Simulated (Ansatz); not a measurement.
The start is a generated trial cell of Al in the trigonal-Se structure type. The structure is fully relaxed (lattice and positions, P = 0) with r2SCAN (plane waves to 500 eV, PAW, scalar-relativistic; Ansatz, a quantum-chemistry and plane-wave program). The first steps use a 12×12×10 k-mesh.

Starting cell:
```
CELL_PARAMETERS angstrom
      4.38007     0.00000     0.00000
     -2.19004     3.79325     0.00000
      0.00000     0.00000     4.96934
ATOMIC_POSITIONS crystal
  Al 0.22540 0.00000 0.83333
  Al 0.00000 0.22540 0.16667
  Al 0.77460 0.77460 0.50000
```

Q: How large is the pressure on the unrelaxed cell, and of which sign?

A: +0.1 GPa (positive: the cell is compressed).

Q: Does the structure survive the relaxation? Give the final space group.

A: The space group goes from P3₁21 (No. 152) to Im-3m (No. 229); the end is bcc (W type), with 1 atom in the primitive cell.

Q: How does the volume per atom move from start to end?

A: -41.1 %, from 27.52 to 16.20 Å³/atom.

Q: How do the shortest distances between atoms change?

A: The closest pairs of elements (up to four, under 3.6 Å), start → end: Al–Al 2.38 → 2.76 Å.

Q: Write out the relaxed structure.

A: 
Space group Im-3m (No. 229); a = b = c = 3.1882 Å, α = β = γ = 90.00°

```json
[
 {"atom": "Al", "site": "2a", "symmetry": "m-3m", "x": "0.0000", "y": "0.0000", "z": "0.0000"}
]
```
(The calculation used a cell of 1 atom; values per cell refer to that cell.)

Final values are on a 20×20×20 k-mesh of the relaxed cell. No spin polarisation in the result.

The run could not lose the symmetry of its start, so the end can be a saddle point.

The relaxed structure here is a generated cell of Al: the first start was made by placing the elements on the sites of a structure type, and the end was not matched to a known phase here, so it may be hypothetical. Known forms of Al include space group No. 225.
